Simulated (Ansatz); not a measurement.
Data:

CsHgBr3:
Space group Pm-3m (No. 221); a = 5.601 Å, b = 5.601 Å, c = 5.601 Å, α = 90.00°, β = 90.00°, γ = 90.00°

| atom | site | symmetry | x | y | z |
|---|---|---|---|---|---|
| Cs | 1a | m-3m | 0.0000 | 0.0000 | 0.0000 |
| Hg | 1b | m-3m | 0.5000 | 0.5000 | 0.5000 |
| Br | 3c | 4/mm.m | 0.0000 | 0.5000 | 0.5000 |

This is the r²SCAN-relaxed structure.

All from plane-wave PAW r²SCAN (Ansatz code), unless another level is named. Predict the electronic character.

metallic (no gap).

What about the formation energy from the elements (no fitted shifts)?

-1167 meV/atom.

Next, the density of states at the Fermi level?

0.15 states/eV per atom (mean over ±0.08 eV).

Predict the gap with spin–orbit coupling.

none (metallic).

The workflow started from an entry of the Crystallography Open Database (COD), which files this formula under 2 space groups. Whether it is the stable phase at ambient conditions was not checked. The cell was relaxed with r²SCAN under the symmetry of its start; its stability against distortions is not shown here. The references are the lowest solids computed at this level, not always the standard phases. Scalar-relativistic: spin–orbit coupling is off unless named, which matters more the heavier the elements.

Potentials: the later of the program's two PAW sets.
